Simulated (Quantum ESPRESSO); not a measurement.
# Mg2AlClS3: input and log of a self-consistent run

A calculation, not a measurement. The program is pw.x of Quantum ESPRESSO 7.5 (plane-wave density functional theory). The cell is made up: 7 atoms on a zincblende/diamond lattice with one site empty, with randomly drawn elements, strain and displacements, not relaxed. PseudoDojo standard norm-conserving files (v0.5 for PBE, v0.4.1 for LDA and PBEsol) set the functional; there is no spin polarisation, spin-orbit coupling or dispersion term, and the masses in the input are unused placeholders.

Input:

```
&control calculation='scf', pseudo_dir='./dojo.nc.sr.pbe.v0_5.standard.upf', outdir='./o', disk_io='medium', tprnfor=.true., tstress=.true. /
&system ibrav=0, nat=7, ntyp=4, nbnd=30, ecutwfc=84.00895049, nosym=.true., tot_charge=0,
 occupations='smearing', smearing='fd', degauss=0.0018374661
/
&electrons conv_thr=7.350e-09, electron_maxstep=60, /
ATOMIC_SPECIES
Al 1.0 Al.upf
Cl 1.0 Cl.upf
Mg 1.0 Mg.upf
S 1.0 S.upf
CELL_PARAMETERS angstrom
5.3886 -0.014 0.0898
-0.014 5.3826 -0.0276
0.0898 -0.0276 5.3387
ATOMIC_POSITIONS angstrom
Mg 0.072 0.0807 0.0346
Al 0.0289 2.7347 2.6898
Mg 2.804 -0.0001 2.7623
Cl 1.4216 1.4199 1.3202
S 1.3465 3.9868 4.0175
S 4.0716 1.3725 4.0188
S 4.0432 3.9164 1.3415
K_POINTS automatic
4 4 4 1 1 1
```

The log is shortened where brackets say so; the opening notice, blank lines, dates and the lines on written files are dropped, and the path of the files is cut. It prints rydbergs, bohrs and kilobars, and counts compression as positive stress. With no partly filled state, the Fermi energy that it prints is only some level between the filled and the empty states on the mesh, and need not lie in the true gap.

```
     Program PWSCF v.7.5
     Parallel version (MPI & OpenMP), running on       1 processor cores
     Number of MPI processes:                 1
     Threads/MPI process:                     1
     [start-up lines left out]
     bravais-lattice index     =            0
     lattice parameter (alat)  =      10.1844  a.u.
     unit-cell volume          =    1044.6340 (a.u.)^3
     number of atoms/cell      =            7
     number of atomic types    =            4
     number of electrons       =        48.00
     number of Kohn-Sham states=           30
     kinetic-energy cutoff     =      84.0090  Ry
     charge density cutoff     =     336.0358  Ry
     scf convergence threshold =      7.3E-09
     mixing beta               =       0.7000
     number of iterations used =            8  plain     mixing
     Exchange-correlation= PBE
                           (   1   4   3   4   0   0   0)
     [axes and pseudopotential details left out]
   Cartesian axes
     site n.     atom                  positions (alat units)
         1        Mg     tau(   1) = (   0.0133596   0.0149739   0.0064200  )
         2        Al     tau(   2) = (   0.0053624   0.5074251   0.4990939  )
         3        Mg     tau(   3) = (   0.5202838  -0.0000186   0.5125463  )
         4        Cl     tau(   4) = (   0.2637787   0.2634633   0.2449639  )
         5        S      tau(   5) = (   0.2498438   0.7397530   0.7454494  )
         6        S      tau(   6) = (   0.7554877   0.2546682   0.7456906  )
         7        S      tau(   7) = (   0.7502181   0.7266902   0.2489161  )
     number of k points=    32  Fermi-Dirac smearing, width (Ry)=  0.0018
                       cart. coord. in units 2pi/alat
        k(    1) = (   0.1232663   0.1261175   0.1247649), wk =   0.0625000
        k(    2) = (   0.1190626   0.1274010   0.3772148), wk =   0.0625000
     [further k points left out]
     Dense  grid:   108689 G-vectors     FFT dimensions: (  60,  60,  60)
     Estimated max dynamical RAM per process >     129.13 MB
     Initial potential from superposition of free atoms
     starting charge      47.9958, renormalised to      48.0000
     Starting wfcs are   30 randomized atomic wfcs
     total cpu time spent up to now is        8.3 secs
     per-process dynamical memory:    91.9 Mb
     Self-consistent Calculation
     iteration #  1     ecut=    84.01 Ry     beta= 0.70
     Davidson diagonalization with overlap
     ethr =  1.00E-02,  avg # of iterations =  4.8
     Threshold (ethr) on eigenvalues was too large:
     Diagonalizing with lowered threshold
     Davidson diagonalization with overlap
     ethr =  9.75E-04,  avg # of iterations =  1.0
     total cpu time spent up to now is       41.0 secs
     total energy              =    -341.50903446 Ry
     estimated scf accuracy    <       0.45782386 Ry
     iteration #  2     ecut=    84.01 Ry     beta= 0.70
     Davidson diagonalization with overlap
     ethr =  9.54E-04,  avg # of iterations =  4.1
     total cpu time spent up to now is       60.4 secs
     total energy              =    -341.62298651 Ry
     estimated scf accuracy    <       0.13773957 Ry
     iteration #  3     ecut=    84.01 Ry     beta= 0.70
     Davidson diagonalization with overlap
     ethr =  2.87E-04,  avg # of iterations =  2.1
     total cpu time spent up to now is       80.7 secs
     total energy              =    -341.65209055 Ry
     estimated scf accuracy    <       0.00539925 Ry
     iteration #  4     ecut=    84.01 Ry     beta= 0.70
     Davidson diagonalization with overlap
     ethr =  1.12E-05,  avg # of iterations = 10.2
     total cpu time spent up to now is      104.3 secs
     total energy              =    -341.65327502 Ry
     estimated scf accuracy    <       0.00111887 Ry
     iteration #  5     ecut=    84.01 Ry     beta= 0.70
     Davidson diagonalization with overlap
     ethr =  2.33E-06,  avg # of iterations =  3.9
     total cpu time spent up to now is      128.4 secs
     total energy              =    -341.65351135 Ry
     estimated scf accuracy    <       0.00012246 Ry
     iteration #  6     ecut=    84.01 Ry     beta= 0.70
     Davidson diagonalization with overlap
     ethr =  2.55E-07,  avg # of iterations =  2.0
     total cpu time spent up to now is      151.3 secs
     total energy              =    -341.65353445 Ry
     estimated scf accuracy    <       0.00000395 Ry
     iteration #  7     ecut=    84.01 Ry     beta= 0.70
     Davidson diagonalization with overlap
     ethr =  8.23E-09,  avg # of iterations =  3.1
     total cpu time spent up to now is      179.0 secs
     total energy              =    -341.65353604 Ry
     estimated scf accuracy    <       0.00000055 Ry
     iteration #  8     ecut=    84.01 Ry     beta= 0.70
     Davidson diagonalization with overlap
     ethr =  1.14E-09,  avg # of iterations =  2.0
     total cpu time spent up to now is      197.5 secs
     total energy              =    -341.65353615 Ry
     estimated scf accuracy    <       0.00000007 Ry
     iteration #  9     ecut=    84.01 Ry     beta= 0.70
     Davidson diagonalization with overlap
     ethr =  1.54E-10,  avg # of iterations =  2.0
     total cpu time spent up to now is      214.0 secs
     End of self-consistent calculation
          k = 0.1233 0.1261 0.1248 ( 13565 PWs)   bands (ev):
   -70.6844 -70.5287 -37.4975 -37.4666 -37.4443 -37.3655 -37.3039 -37.2842
   -12.3983  -7.9358  -7.1542  -6.9009  -1.9995  -1.1440  -0.4151   0.3241
     0.9831   1.4483   1.8852   2.2220   2.5167   3.2306   3.4510   3.6927
     6.8314   7.4788   7.7066   8.0738   8.8248   9.5518
     [levels at the other k points left out]
     the Fermi energy is     5.7329 ev
!    total energy              =    -341.65353617 Ry
     estimated scf accuracy    <          4.6E-09 Ry
     smearing contrib. (-TS)   =       0.00000000 Ry
     internal energy E=F+TS    =    -341.65353617 Ry
     The total energy is F=E-TS. E is the sum of the following terms:
     one-electron contribution =    -227.19501218 Ry
     hartree contribution      =     120.25662134 Ry
     xc contribution           =     -62.01668303 Ry
     ewald contribution        =    -172.69846230 Ry
     convergence has been achieved in   9 iterations
     Forces acting on atoms (cartesian axes, Ry/au):
     atom    1 type  3   force =    -0.05380913   -0.01502959   -0.01641849
     atom    2 type  1   force =    -0.04513221    0.03410264    0.01155306
     atom    3 type  3   force =    -0.00516462   -0.03847652   -0.01359117
     atom    4 type  2   force =     0.01349742    0.03336678    0.01501697
     atom    5 type  4   force =     0.01842025   -0.03618836   -0.02424118
     atom    6 type  4   force =     0.04542281    0.04418387    0.02073273
     atom    7 type  4   force =     0.02676549   -0.02195882    0.00694807
     Total force =     0.133663     Total SCF correction =     0.000159
     Computing stress (Cartesian axis) and pressure
          total   stress  (Ry/bohr**3)                   (kbar)     P=       36.76
   0.00025640   0.00003754  -0.00001968           37.72        5.52       -2.89
   0.00003754   0.00020304   0.00021809            5.52       29.87       32.08
  -0.00001968   0.00021809   0.00029023           -2.89       32.08       42.69
     init_run     :      6.80s CPU      8.17s WALL (       1 calls)
     electrons    :    191.53s CPU    205.69s WALL (       1 calls)
     forces       :      2.74s CPU      2.79s WALL (       1 calls)
     stress       :     11.34s CPU     11.41s WALL (       1 calls)
     [timing details left out]
     PWSCF        :   3m32.63s CPU   3m48.68s WALL
     JOB DONE.
```

In other units: free energy -4648.433 eV for the cell, pressure 3.68 GPa, largest force component 1.383 eV/Å. A rerun of this cell at 1437 eV and a 6 x 6 x 6 mesh moved values by no more than 0.002 eV in energy, 0.02 GPa in stress and 0.005 eV/Å in force.